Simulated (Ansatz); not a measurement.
This is a relaxation of cell and atoms with Ansatz on Ga4Sb3N, ordered on the zincblende lattice (R3m) with 8 atoms a cell; the level of theory is r2SCAN. It starts from the PBE minimum.

```yaml
crystal:
  lattice:
    - [2.0763287377, 1.1987689557, 13.6267226841]
    - [-2.0763287377, 1.1987689557, 13.6267226841]
    - [0.0, -2.3975379113, 13.6267226841]
  atoms:
    - { symbol: "N", position: [-0.0017354553, -0.0017354553, -0.0017354553] }
    - { symbol: Sb, position: [0.742598158, 0.742598158, 0.742598158] }
    - { symbol: Sb, position: [0.4995684556, 0.4995684556, 0.4995684556] }
    - { symbol: Sb, position: [0.2565691865, 0.2565691865, 0.2565691865] }
    - { symbol: Ga, position: [0.675923018, 0.675923018, 0.675923018] }
    - { symbol: Ga, position: [0.4341588339, 0.4341588339, 0.4341588339] }
    - { symbol: Ga, position: [0.1918348093, 0.1918348093, 0.1918348093] }
    - { symbol: Ga, position: [0.951082994, 0.951082994, 0.951082994] }
kpoints:
  mp_grid: { grid: [6, 6, 6] }
hamiltonian:
  xc: r2scan
scf:
  occupations: { method: fermi_dirac, width: 0.02 }
relax:
  f_tol: 0.005
  cell: {}
```

The trajectory has 6 recorded frames, each with positions in Å and forces in eV/Å. Some frames, the last among them, repeat a geometry solved again on a basis re-selected at its cell; pressure is positive in compression.

Step 1: energy 0.0 meV/atom from step 1, largest force component 0.248 eV/Å, pressure -2.23 GPa
```xyz
8
Lattice="2.0763 1.1988 13.6267 -2.0763 1.1988 13.6267 0.0000 -2.3975 13.6267" Properties=species:S:1:pos:R:3:forces:R:3 pbc="T T T"
N     0.0000    0.0000   -0.0709    0.0000    0.0000   -0.2480
Sb    0.0000    0.0000   30.3575    0.0000    0.0000    0.0495
Sb    0.0000    0.0000   20.4224    0.0000    0.0000    0.0738
Sb    0.0000    0.0000   10.4886    0.0000    0.0000    0.0705
Ga    0.0000    0.0000   27.6318    0.0000    0.0000    0.0842
Ga    0.0000    0.0000   17.7485    0.0000    0.0000   -0.0716
Ga    0.0000    0.0000    7.8422    0.0000    0.0000   -0.0601
Ga    0.0000    0.0000   38.8804    0.0000    0.0000    0.1019
```

Step 2: energy -5.7 meV/atom from step 1, largest force component 0.118 eV/Å, pressure +1.14 GPa
```xyz
8
Lattice="2.0429 1.1794 13.2968 -2.0429 1.1794 13.2968 0.0000 -2.3589 13.2968" Properties=species:S:1:pos:R:3:forces:R:3 pbc="T T T"
N     0.0000    0.0000   -0.0514    0.0000    0.0000   -0.0700
Sb    0.0000    0.0000   29.6181    0.0000    0.0000    0.0409
Sb    0.0000    0.0000   19.9290    0.0000    0.0000   -0.0237
Sb    0.0000    0.0000   10.2396    0.0000    0.0000   -0.0038
Ga    0.0000    0.0000   26.9748    0.0000    0.0000   -0.0640
Ga    0.0000    0.0000   17.3100    0.0000    0.0000   -0.0008
Ga    0.0000    0.0000    7.6458    0.0000    0.0000    0.0039
Ga    0.0000    0.0000   37.9229    0.0000    0.0000    0.1179
```

Q: Estimate where the relaxation ends.

A:
Step 3: energy -7.3 meV/atom from step 1, largest force component 0.068 eV/Å, pressure -0.11 GPa
```xyz
8
Lattice="2.0544 1.1861 13.4144 -2.0544 1.1861 13.4144 0.0000 -2.3722 13.4144" Properties=species:S:1:pos:R:3:forces:R:3 pbc="T T T"
N     0.0000    0.0000   -0.0643    0.0000    0.0000   -0.0562
Sb    0.0000    0.0000   29.8878    0.0000    0.0000   -0.0190
Sb    0.0000    0.0000   20.1058    0.0000    0.0000    0.0048
Sb    0.0000    0.0000   10.3294    0.0000    0.0000   -0.0055
Ga    0.0000    0.0000   27.2103    0.0000    0.0000    0.0101
Ga    0.0000    0.0000   17.4665    0.0000    0.0000   -0.0032
Ga    0.0000    0.0000    7.7148    0.0000    0.0000    0.0010
Ga    0.0000    0.0000   38.2622    0.0000    0.0000    0.0680
```

Step 4: energy -7.3 meV/atom from step 1, largest force component 0.076 eV/Å, pressure +0.03 GPa
```xyz
8
Lattice="2.0540 1.1859 13.3978 -2.0540 1.1859 13.3978 0.0000 -2.3718 13.3978" Properties=species:S:1:pos:R:3:forces:R:3 pbc="T T T"
N     0.0000    0.0000   -0.0631    0.0000    0.0000    0.0525
Sb    0.0000    0.0000   29.8470    0.0000    0.0000    0.0083
Sb    0.0000    0.0000   20.0799    0.0000    0.0000   -0.0041
Sb    0.0000    0.0000   10.3160    0.0000    0.0000    0.0230
Ga    0.0000    0.0000   27.1768    0.0000    0.0000   -0.0030
Ga    0.0000    0.0000   17.4408    0.0000    0.0000    0.0035
Ga    0.0000    0.0000    7.7044    0.0000    0.0000   -0.0041
Ga    0.0000    0.0000   38.2239    0.0000    0.0000   -0.0762
```

Step 5: energy -7.3 meV/atom from step 1, largest force component 0.002 eV/Å, pressure 0.00 GPa
```xyz
8
Lattice="2.0541 1.1859 13.3986 -2.0541 1.1859 13.3986 0.0000 -2.3719 13.3986" Properties=species:S:1:pos:R:3:forces:R:3 pbc="T T T"
N     0.0000    0.0000   -0.0632    0.0000    0.0000    0.0004
Sb    0.0000    0.0000   29.8501    0.0000    0.0000   -0.0006
Sb    0.0000    0.0000   20.0816    0.0000    0.0000   -0.0001
Sb    0.0000    0.0000   10.3178    0.0000    0.0000    0.0018
Ga    0.0000    0.0000   27.1783    0.0000    0.0000    0.0005
Ga    0.0000    0.0000   17.4432    0.0000    0.0000   -0.0003
Ga    0.0000    0.0000    7.7052    0.0000    0.0000    0.0003
Ga    0.0000    0.0000   38.2209    0.0000    0.0000   -0.0019
```

Step 6: energy -7.1 meV/atom from step 1, largest force component 0.002 eV/Å, pressure -0.01 GPa
```xyz
8
Lattice="2.0541 1.1859 13.3986 -2.0541 1.1859 13.3986 0.0000 -2.3719 13.3986" Properties=species:S:1:pos:R:3:forces:R:3 pbc="T T T"
N     0.0000    0.0000   -0.0632    0.0000    0.0000    0.0004
Sb    0.0000    0.0000   29.8501    0.0000    0.0000   -0.0005
Sb    0.0000    0.0000   20.0816    0.0000    0.0000   -0.0001
Sb    0.0000    0.0000   10.3178    0.0000    0.0000    0.0018
Ga    0.0000    0.0000   27.1783    0.0000    0.0000    0.0005
Ga    0.0000    0.0000   17.4432    0.0000    0.0000   -0.0003
Ga    0.0000    0.0000    7.7052    0.0000    0.0000    0.0002
Ga    0.0000    0.0000   38.2209    0.0000    0.0000   -0.0018
```

In 5 steps the volume changed by -3.8 %; between the first SCF and the last, each on a basis chosen for its cell, the energy fell by 7.1 meV an atom. Final cell: it is trigonal, R3m (No. 160); a = 4.108 Å, c = 40.196 Å in the conventional setting, 24.48 Å³ an atom. N is surrounded by 4 Ga at 1.91–2.41 Å; Sb is surrounded by 4 Ga at 2.57–2.67 Å; Sb is surrounded by 4 Ga at 2.58–2.64 Å; Sb is surrounded by 4 Ga at 2.61–2.62 Å; Ga is surrounded by 3 N at 2.41 Å and 1 Sb at 2.67 Å; Ga is surrounded by 4 Sb at 2.57–2.64 Å; Ga is surrounded by 4 Sb at 2.58–2.61 Å; Ga is surrounded by 1 N at 1.91 Å and 3 Sb at 2.62 Å.

Command: `ansatz run input.yaml --threads 4 --pin off --max-ram 6451MiB --backend cpu --events-out ev --progress --plain --runs-dir out`. Wall time 2.8 min on 4 threads of Intel(R) Xeon(R) Processor @ 2.50GHz (Skylake/Cascade Lake), on a shared host, load about 0.9 per core; peak host memory 1.2 GiB.

Values at 0 K without nuclear motion; spin polarisation is off, and the phase may be a hypothetical one.
